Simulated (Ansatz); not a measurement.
SrHfO$_{3}$:
```
SrHfO3
1.0
    4.11715     0.00000     0.00000
    0.00000     4.11715     0.00000
    0.00000     0.00000     4.12992
Sr Hf O
1 1 3
Direct
  0.50000   0.50000   0.51989
  0.00000   0.00000   0.99341
  0.50000   0.00000   0.97261
  0.00000   0.50000   0.97261
  0.00000   0.00000   0.48549
```

Relaxed with HSE06.

### Question
Give the Bader charges and basin volumes of the independent atoms, the program Ansatz at the HSE06 level (PAW).

### Answer


```csv
atom,Bader charge (e),Bader volume (Å³)
Sr1,+1.65,17.3
Hf2,+2.72,9.5
O3,-1.46,14.4
O5,-1.46,14.5
```

Space group P4mm. The first step of the workflow began from a Materials Project structure, measured or hypothetical; the Crystallography Open Database copy checked does not list it. COD files the formula under space group No. 62, 63, 221. Its standing as an ambient phase is unchecked. The HSE06 relaxation kept the symmetry of its start; whether a distortion lowers the energy is not shown. The run is not spin-polarised. Spin–orbit coupling is left out wherever it is not named.

Potentials: the later of the program's two PAW sets.
